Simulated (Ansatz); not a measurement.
# What strain does to Ga2O3 (R-3c)

Ga2O3 (R-3c) from a database structure, relaxed with r2SCAN in the plane-wave code Ansatz. It is trigonal, R-3c (No. 167); a = 4.985 Å, c = 13.442 Å in the conventional setting, 9.64 Å³ an atom. Around Ga lie 6 O at 1.93–2.07 Å; around O lie 4 Ga at 1.93–2.07 Å.

The axes x, y and z are those of this cell:
```yaml
crystal:
  lattice:
    - [2.49226, 1.43891, 4.48064]
    - [-2.49226, 1.43891, 4.48064]
    - [0.00000, -2.87782, 4.48064]
  atoms:
    - { symbol: Ga, position: [0.85543, 0.85543, 0.85543] }
    - { symbol: Ga, position: [0.64457, 0.64457, 0.64457] }
    - { symbol: Ga, position: [0.14457, 0.14457, 0.14457] }
    - { symbol: Ga, position: [0.35543, 0.35543, 0.35543] }
    - { symbol: O, position: [0.75000, 0.44637, 0.05363] }
    - { symbol: O, position: [0.44637, 0.05363, 0.75000] }
    - { symbol: O, position: [0.05363, 0.75000, 0.44637] }
    - { symbol: O, position: [0.25000, 0.55363, 0.94637] }
    - { symbol: O, position: [0.94637, 0.25000, 0.55363] }
    - { symbol: O, position: [0.55363, 0.94637, 0.25000] }
```

Unstrained: With PBE the valence top lies at Γ–S₀ (0.45 of the way from Γ) and the conduction bottom at Γ, 2.854 eV higher; the smallest vertical gap, at Γ, is 3.106 eV. With r2SCAN the valence top lies at Γ–S₀ (0.45 of the way from Γ) and the conduction bottom at Γ, 3.551 eV higher; the smallest vertical gap, at Γ, is 3.806 eV. HSE06 gives an indirect gap of 4.622 eV, from Γ–S₀ (0.45 of the way from Γ) to Γ; the least direct gap is 4.870 eV at Γ. Meshes: PBE 6×6×6, r2SCAN 6×6×6, HSE06 4×4×4. Strains are changes of length per length. After each strain the atoms were relaxed again with r2SCAN in this cell and within any symmetry left, so distortions that break it or need a larger cell weren't tested; points keep the names that they have in the unstrained zone. No spin polarisation and no zero-point or thermal motion.

Changes of the least gap in eV (an overlap counts as a negative gap):

| strain | volume change (%) | space group | PBE | r2SCAN | HSE06 | energy rise, r2SCAN (meV/atom) |
| --- | --- | --- | --- | --- | --- | --- |
| isotropic -3.0 % on every length | -8.7 | R-3c | +1.028 | +1.072 | +1.129 | 63.8 |
| isotropic -2.0 % on every length | -5.9 | R-3c | +0.672 | +0.702 | +0.741 | 27.4 |
| isotropic -1.0 % on every length | -3.0 | R-3c | +0.330 | +0.345 | +0.364 | 6.6 |
| isotropic +1.0 % on every length | +3.0 | R-3c | -0.317 | -0.331 | -0.351 | 6.2 |
| isotropic +2.0 % on every length | +6.1 | R-3c | -0.621 | -0.650 | -0.690 | 23.9 |
| isotropic +3.0 % on every length | +9.3 | R-3c | -0.912 | -0.957 | -1.017 | 51.9 |

Isotropic -3.0 % on every length. HSE06: the gap goes from 4.622 to 5.751 eV (+1.129 eV). Stress change with r2SCAN, compression positive: xx +27.43, yy +27.43, zz +24.28 GPa.

Isotropic -2.0 % on every length. HSE06: the gap goes from 4.622 to 5.362 eV (+0.741 eV). Stress change with r2SCAN, compression positive: xx +17.00, yy +17.00, zz +15.06 GPa.

Isotropic -1.0 % on every length. HSE06: the gap goes from 4.622 to 4.986 eV (+0.364 eV). Stress change with r2SCAN, compression positive: xx +7.90, yy +7.90, zz +7.02 GPa. For HSE06, dE_g/d ln V = -12.1 eV over this step.

Isotropic +1.0 % on every length. HSE06: the gap goes from 4.622 to 4.271 eV (-0.351 eV). Stress change with r2SCAN, compression positive: xx -6.86, yy -6.86, zz -6.05 GPa. For HSE06, dE_g/d ln V = -11.8 eV over this step.

Isotropic +2.0 % on every length. HSE06: the gap goes from 4.622 to 3.932 eV (-0.690 eV). Stress change with r2SCAN, compression positive: xx -12.77, yy -12.77, zz -11.27 GPa. For HSE06, dE_g/d ln V = -11.6 eV over this step.

Isotropic +3.0 % on every length. HSE06: the gap goes from 4.622 to 3.605 eV (-1.017 eV). Stress change with r2SCAN, compression positive: xx -17.85, yy -17.85, zz -15.75 GPa.

Spin-orbit coupling is left out.

Where an edge lies off the special points, it is a point of the mesh or the k point where a search put PBE's edge or least direct gap, reused for the other functionals, whose own edges may lie a little apart.

The meshes of the hybrids are coarse, so their gaps aren't converged to the digits shown.
